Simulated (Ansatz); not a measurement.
Y5S7:
```
CELL_PARAMETERS angstrom
      6.42679     1.90493     0.00000
     -6.42679     1.90493     0.00000
     -2.93360     0.00000    11.22727
ATOMIC_POSITIONS crystal
  Y  0.88831 0.11169 0.57869
  Y  0.11169 0.88831 0.42131
  Y  0.69966 0.30034 0.81244
  Y  0.30034 0.69966 0.18756
  Y  0.00000 0.00000 0.00000
  S  0.74069 0.25931 0.35318
  S  0.25931 0.74069 0.64682
  S  0.04185 0.95815 0.78522
  S  0.95815 0.04185 0.21478
  S  0.34118 0.65882 0.94845
  S  0.65882 0.34118 0.05155
  S  0.50000 0.50000 0.50000
```

This is the r²SCAN-relaxed structure.

Problem. All from DFT-r²SCAN in the program Ansatz with PAW potentials, unless another level is named. Predict the electronic character.

Solution. metallic (no gap).

Problem. Give the formation energy from the elements (no fitted shifts).

Solution. -2.41 eV/atom.

Problem. Give the density of states at the Fermi level.

Solution. 0.12 states/eV per atom (mean over ±0.08 eV).

Space group C2/m. The workflow started from a Materials Project entry (that database holds measured and hypothetical structures alike); the Crystallography Open Database copy checked does not list it. Whether it is the stable phase at ambient conditions was not checked. The cell was relaxed with r²SCAN under the symmetry of its start; whether a distortion lowers the energy is not shown. No spin polarisation was allowed. With an odd number of electrons in the cell and no spin polarisation, the count alone makes it a metal. The references are the lowest solids computed at this level, not always the standard phases. Spin–orbit coupling is left out wherever it is not named.

Potentials: the later of the program's two PAW sets.
